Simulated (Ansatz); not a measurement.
Cu:
```yaml
crystal:
  lattice:
    - [2.53103, 0.00000, 0.00000]
    - [-1.26552, 2.19194, 0.00000]
    - [0.00000, 0.00000, 8.25305]
  atoms:
    - { symbol: Cu, position: [0.00000, 0.00000, 0.00000] }
    - { symbol: Cu, position: [0.00000, 0.00000, 0.50000] }
    - { symbol: Cu, position: [0.33333, 0.66667, 0.25000] }
    - { symbol: Cu, position: [0.66667, 0.33333, 0.75000] }
```

Relaxed with r²SCAN. Special points in fractions of this cell's reciprocal vectors: Γ (0.000, 0.000, 0.000); M (0.500, 0.000, 0.000); K (0.333, 0.333, 0.000); A (0.000, 0.000, 0.500); L (0.500, 0.000, 0.500); H (0.333, 0.333, 0.500).

Task: List the band energies nearest the Fermi level at these points for the program Ansatz at the r²SCAN level (PAW).

Result: In eV from the Fermi level; about four levels below and three above (degenerate sets whole), none deeper than 8.9 eV; points with the same levels are listed once.

```tsv
k	below	above
Γ	-2.04 -2.04 -1.74 -1.74 -1.14	4.18 13.28 13.28
M	-1.59 -1.59 -1.56 -0.70	0.39 1.04 1.66
K	-1.90 -1.83 -1.83 -1.77	3.39 3.39 3.68
A	-1.86 -1.86 -1.86 -1.86	7.44 7.44 19.96 19.96
L	-1.68 -1.68 -1.60 -1.60	0.04 0.04 1.45 1.45
H	-1.83 -1.83 -1.73 -1.73	3.54 3.54 3.92 3.92
```

Space group P6_3/mmc (dhcp (α-La type)). The workflow started from a Materials Project entry (that database holds measured and hypothetical structures alike); the Crystallography Open Database copy checked does not list it. It is not the phase usual at ambient conditions (space group No. 225). The cell was relaxed with r²SCAN under the symmetry of its start; of distortions, only those at the zone centre were tested. The run is not spin-polarised.

Potentials: the later of the program's two PAW sets.
